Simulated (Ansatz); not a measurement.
Ge, DFT, PBEsol, all-electron PAW with datasets made for the crystal, scalar-relativistic (Ansatz 0.2.0), run on 1 thread of Arm Neoverse V2 on a shared host.

Structure from Materials Project entry mp-1007760 (possibly hypothetical), not relaxed further. The listed cell was then made from it by scaling, straining or moving an atom.

Command: `ansatz run input.yaml --threads 1 --pin off --max-ram 6144MiB --backend cpu --events-out ev --progress --plain --runs-dir out`

```yaml
crystal:
  lattice:
    - [3.9159795603, 0.0, 0.0]
    - [-1.9579897802, 3.39133778, 0.0]
    - [0.0, 0.0, 6.464658966]
  atoms:
    - { symbol: Ge, position: [0.6666666667, 0.3333333333, 0.06290125] }
    - { symbol: Ge, position: [0.3333333333, 0.6666666667, 0.56290125] }
    - { symbol: Ge, position: [0.6666666667, 0.3333333333, 0.43709875] }
    - { symbol: Ge, position: [0.3333333333, 0.6666666667, 0.93709875] }
kpoints:
  mp_grid: { grid: [11, 11, 6] }
scf:
  occupations: { method: fermi_dirac, width: 0.05 }
hamiltonian:
  xc: pbesol
  pseudopotentials: { kind: all_electron, datasets: crystal }
output:
  forces: true
  stress: true
  eigenvalues: true
  efg: { contact_densities: true }
```

(1) How large is the problem that the program sets up?

(2) Estimate the wall time and the peak memory.

(3) And the same cell and mesh by PAW (frozen-core files), asked for forces, stress, eigenvalues, efg, write_density, write_potential, elf, on the same hardware?

## Answers

(1) 64 irreducible k-points, 379 plane waves at Γ, 14 bands.

(2) 8.6 s of wall time for 8 SCF iterations, with a peak of 0.49 GiB. Times on shared machines scatter by tens of per cent.

(3) 12 s, peak memory 0.44 GiB.
